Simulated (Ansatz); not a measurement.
## InP with Se replacing P: gradients before and after relaxing the atoms

Start: a supercell of InP (zinc blende type, F-43m) built from an entry of the Crystallography Open Database (COD) (the entry's cell lengths or inner coordinates differ somewhat from later room-temperature determinations), with all atoms left at the host's positions.

Space group F-43m (No. 216); a = 17.5830 Å.

| site | Wyckoff | site symmetry | x | y | z |
| --- | --- | --- | --- | --- | --- |
| In1 | 16e | .3m | 0.4167 | 0.0833 | 0.4167 |
| In3 | 24g | 2.mm | 0.7500 | 0.0833 | 0.7500 |
| In5 | 48h | ..m | 0.7500 | 0.9167 | 0.5833 |
| In14 | 4d | -43m | 0.7500 | 0.7500 | 0.7500 |
| In18 | 16e | .3m | 0.0833 | 0.5833 | 0.9167 |
| Se | 4a | -43m | 0.5000 | 0.0000 | 0.5000 |
| P29 | 48h | ..m | 0.6667 | 0.0000 | 0.6667 |
| P32 | 16e | .3m | 0.8333 | 0.8333 | 0.6667 |
| P36 | 16e | .3m | 0.1667 | 0.6667 | 0.8333 |
| P42 | 24f | 2.mm | 0.0000 | 0.6667 | 0.0000 |

One atom of each set is listed; the run and its k-mesh use a cell of 54 atoms with edges of 12.43, 12.43, 12.43 Å.

Method: Kohn–Sham DFT in Ansatz, PBE, plane waves and PAW, scalar-relativistic, 420 eV cutoff, Γ-centred 2×2×2 k-points, Fermi–Dirac smearing 0.01 eV, cell charge +1.

The largest force at the start is 1.7 eV/Å. Relaxing the ions at fixed cell moves them by 0.158 Å at most (atom 2, In) and 0.046 Å rms.

```tsv
site	moved (Å)	first shell before	first shell after	V_zz before (10²¹ V/m²)	η before
In1	0.158	1 Se at 2.54 Å, 3 P at 2.54 Å	3 P at 2.51 Å, 1 Se at 2.70 Å	10.73	0.00
In3	0.008	4 P at 2.54 Å	4 P at 2.53–2.54 Å	-1.20	0.44
In5	0.019	4 P at 2.54 Å	4 P at 2.53–2.54 Å	0.66	0.99
In18	0.004	4 P at 2.54 Å	4 P at 2.53–2.54 Å	0.13	0.00
Se	0.000	4 In at 2.54 Å	4 In at 2.70 Å	0.00	–
P29	0.025	4 In at 2.54 Å	4 In at 2.51–2.54 Å	1.35	0.17
P32	0.003	4 In at 2.54 Å	4 In at 2.53 Å	-0.28	0.00
P36	0.004	4 In at 2.54 Å	4 In at 2.53–2.54 Å	-0.33	0.00
P42	0.007	4 In at 2.54 Å	4 In at 2.53 Å	-0.13	0.42
```

(1) How do the gradients change?

## Answers

(1) 

```csv
site,V_zz after,η after,change of V_zz
In1,16.20,0.00,+5.47
In3,0.96,0.61,–
In5,-1.15,0.77,–
In18,0.19,0.00,+0.06
Se,0.00,–,0.00
P29,0.80,0.27,-0.55
P32,-0.080,0.00,+0.20
P36,-0.14,0.00,+0.19
P42,0.14,0.94,–
```

The largest change of V_zz along a kept axis is on In1, from 10.73 to 16.20. In per cent, |V_zz| changes by +51 on In, -40 on P (all sites that start above 0.5, bar those whose gradient vanishes or changes sign or whose main axis turns by over 40°). On In3, In5, P42 the largest principal value lies along another axis in the second run, so the two V_zz can't be compared directly. Other sites without a gradient aren't listed.

The defect repeats with the cell of 54 atoms, so it feels its images: sites between two images don't show the values beside a lone defect, and zeros or small values of η there can come from the images' arrangement. A uniform background compensates the cell's charge. Without spin–orbit coupling (the program notes it for In) the gradients can shift somewhat, as the gap is small.
Before: With a gap of 0.5 eV on this mesh, small gradients can still move by 0.1 × 10²¹ V/m² or more as the k-mesh gets denser. The neighbours have not yet relaxed around the defect (largest force 1.7 eV/Å), so a real crystal will differ.
After: The relaxation keeps the site symmetry -43m of the start, so the impurity can't leave its site; a start off the site could end lower. With a gap of 0.7 eV on this mesh, small gradients can still move by 0.1 × 10²¹ V/m² or more as the k-mesh gets denser.
